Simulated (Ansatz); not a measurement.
Au (fcc (Cu type)), relaxed with PBE+D3(BJ) (Ansatz, a first-principles code, plane waves, PAW): a = b = c = 4.102 Å, α = β = γ = 90.00°.

- B₀ by P(V) fit (GPa) = 162
- K_Hill (GPa) = 163
- G_Hill (GPa) = 24.8
- Θ_D (K) = 150

The same phase is relaxed and computed with r²SCAN+D4 in the same code. What are the cell and these values now?

a = 4.109 Å, b = 4.109 Å, c = 4.109 Å, α = 90.00°, β = 90.00°, γ = 90.00°.

* **B₀ by P(V) fit (GPa)**: 161
* **K_Hill (GPa)**: 161
* **G_Hill (GPa)**: 19.8
* **Θ_D (K)**: 134

All cells were relaxed under the symmetry of their starts (and spin orders); stability against distortions was not tested throughout. Scalar-relativistic: spin–orbit coupling is off unless named, which matters more the heavier the elements.

Potentials: the later of the program's two PAW sets.

Ansatz is a plane-wave DFT program.
